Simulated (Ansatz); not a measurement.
TaS2:
```
TaS2
1.0
    3.26968     0.00000     0.00000
   -1.63484     2.83162     0.00000
    0.00000     0.00000    11.98151
Ta S
2 4
Cartesian
  0.00000   1.88775   2.99538
  1.63484   0.94387   8.98614
  0.00000   1.88775   7.43363
  1.63484   0.94387   1.44288
  1.63484   0.94387   4.54788
  0.00000   1.88775  10.53864
```

Relaxed with LDA. Special points in fractions of this cell's reciprocal vectors: Γ (0.000, 0.000, 0.000); M (0.500, 0.000, 0.000); K (0.333, 0.333, 0.000); A (0.000, 0.000, 0.500); L (0.500, 0.000, 0.500); H (0.333, 0.333, 0.500).

### Question
List the band energies nearest the Fermi level at these points for DFT-LDA in the program Ansatz with PAW potentials.

### Answer
In eV from the Fermi level; about four levels below and three above (degenerate sets whole), none deeper than 8.9 eV; points with the same levels are listed once.

```
k                          below                          above
-  -----------------------------  -----------------------------
Γ  -1.25 -1.25 -1.15 -1.15 -0.07            0.57 1.69 3.39 3.39
M        -1.26 -0.97 -0.50 -0.09                 3.85 3.91 4.08
K        -3.04 -3.04 -1.55 -1.55            0.59 0.85 2.54 2.54
A        -1.20 -1.20 -1.20 -1.20  1.41 1.41 3.41 3.41 3.41 3.41
L        -1.11 -1.11 -0.26 -0.26            3.88 3.88 4.26 4.26
H        -2.51 -2.51 -1.81 -1.81            0.71 0.71 2.55 2.55
```

Space group P6_3/mmc. A made-up cell: these elements were put on the sites of a structure type; the Crystallography Open Database files this formula in space group No. 194, but the cells were not matched. It is not the phase usual at ambient conditions (space group No. 164). Symmetry was held in the LDA relaxation; of distortions, only those at the zone centre were tested. The run is not spin-polarised. A crystal of weakly bound layers computed without a dispersion correction: the cell and the soft elastic constants depend strongly on that. Scalar-relativistic: spin–orbit coupling is off unless named, which matters more the heavier the elements.

Potentials: the later of the program's two PAW sets.
